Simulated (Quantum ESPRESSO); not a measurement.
## Band energies of InSb

```xyz
2
Lattice="0.0000 3.2617 3.2617 3.2617 0.0000 3.2617 3.2617 3.2617 0.0000" Properties=species:S:1:pos:R:3 pbc="T T T"
In     0.0000     0.0000     0.0000
Sb     4.8926     4.8926     4.8926
```

norm-conserving PBE (stringent potentials; Quantum ESPRESSO, 100 Ry, scalar-relativistic); path ΓXWKΓLUWLK,UX; energies in eV from the Fermi level.

```csv
k (1/Å),point,band 18,band 19,band 20,band 21,band 22,band 23,band 24,band 25
0.00,Γ,-14.50,-10.61,-0.33,-0.02,-0.02,-0.02,2.96,2.96
0.21,,-14.50,-10.46,-1.78,-0.46,-0.46,1.34,2.54,3.59
0.43,,-14.50,-10.05,-3.31,-1.23,-1.23,1.68,2.48,4.90
0.75,,-14.49,-9.09,-5.26,-2.04,-2.04,1.23,1.81,7.13
0.96,X,-14.49,-8.72,-5.83,-2.21,-2.21,1.33,1.37,8.05
1.32,,-14.50,-8.69,-5.75,-2.71,-2.60,2.91,3.04,5.25
1.44,W,-14.50,-8.68,-5.73,-2.79,-2.66,3.42,3.98,4.19
1.56,,-14.50,-8.71,-5.72,-2.90,-2.43,2.81,3.74,4.87
1.79,K,-14.50,-8.75,-5.71,-3.04,-1.87,1.62,3.66,6.20
1.89,,-14.50,-8.86,-5.58,-3.12,-1.66,1.77,4.50,5.76
2.09,,-14.50,-9.28,-5.02,-2.79,-1.14,1.98,4.48,4.65
2.30,,-14.50,-9.85,-4.00,-1.97,-0.61,1.81,3.81,3.82
2.60,,-14.50,-10.48,-1.80,-0.48,-0.10,1.01,3.03,3.09
2.81,Γ,-14.50,-10.61,-0.33,-0.02,-0.02,-0.02,2.96,2.96
3.12,,-14.50,-10.31,-2.77,-0.41,-0.41,0.91,3.48,3.48
3.33,,-14.50,-9.83,-4.35,-0.76,-0.76,0.69,3.79,3.79
3.64,L,-14.50,-9.30,-5.53,-0.99,-0.99,0.49,3.81,3.81
3.88,,-14.50,-9.16,-5.50,-2.14,-1.25,1.58,3.61,4.42
4.23,U,-14.50,-8.75,-5.71,-3.04,-1.87,1.62,3.66,6.20
4.46,,-14.50,-8.71,-5.72,-2.90,-2.43,2.81,3.74,4.87
4.57,W,-14.50,-8.68,-5.73,-2.79,-2.66,3.42,3.98,4.19
4.67,,-14.50,-8.72,-5.69,-2.91,-2.43,3.20,3.91,4.34
4.96,,-14.50,-9.10,-5.50,-2.40,-1.45,1.96,3.45,4.80
5.16,,-14.50,-9.27,-5.53,-1.31,-1.04,0.82,3.71,3.92
5.25,L,-14.50,-9.30,-5.53,-0.99,-0.99,0.49,3.81,3.81
5.42,,-14.50,-9.23,-5.51,-1.73,-1.14,1.24,3.62,4.13
5.59,,-14.50,-9.04,-5.51,-2.65,-1.46,1.81,3.92,4.97
5.84,K,-14.50,-8.75,-5.71,-3.04,-1.87,1.62,3.66,6.20
5.84,U,-14.50,-8.75,-5.71,-3.04,-1.87,1.62,3.66,6.20
5.93,,-14.49,-8.72,-5.77,-2.84,-2.02,1.51,2.83,6.68
6.18,X,-14.49,-8.72,-5.83,-2.21,-2.21,1.33,1.37,8.05
```

At this level the gap is closed or nearly so: along the path the highest valence and lowest conduction bands touch, or overlap by less than 0.6 eV, a zero-gap or semimetallic result; the valence top lies at Γ, the conduction bottom at Γ. Semilocal functionals close the gaps of some narrow-gap semiconductors, so this alone doesn't show that the compound has none.

Without spin-orbit coupling, band edges of such heavy elements can be off by tenths of an eV.

Geometry relaxed with PBEsol.
